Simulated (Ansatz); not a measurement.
In HfC (rock salt type) the Hf atom of the primitive cell, with all its periodic images, is moved by 0.06 Å along [111].

```
CELL_PARAMETERS angstrom
0.00000 2.32500 2.32500
2.32500 0.00000 2.32500
2.32500 2.32500 0.00000
ATOMIC_POSITIONS crystal
Hf 0.00745 0.00745 0.00745
C 0.50000 0.50000 0.50000
```

All numbers below come from Ansatz, HSE06, plane waves, all-electron PAW datasets generated for the crystal, Dirac's equation for the inner shells Hf 4p, Hf 4d and those below them, point nucleus.

Cutoff 490 eV; exchange singularity: regularized; k-mesh 4×4×4 Γ-centred; Fermi–Dirac smearing of 0.1 eV; no spin polarisation; no spin–orbit coupling.

What force results?

The force on it along the displacement is -0.0528 eV/Å, a force constant of 0.88 eV/Å². On a mesh this coarse the force constant of so soft a mode can lie far from its converged value, in sign too.

| atom | Fx (eV/Å) | Fy (eV/Å) | Fz (eV/Å) |
| --- | --- | --- | --- |
| Hf1 | -0.0305 | -0.0305 | -0.0305 |
| C2 | 0.0305 | 0.0305 | 0.0305 |

The k-mesh is coarse, so these values belong to this mesh and can lie far from the converged ones.
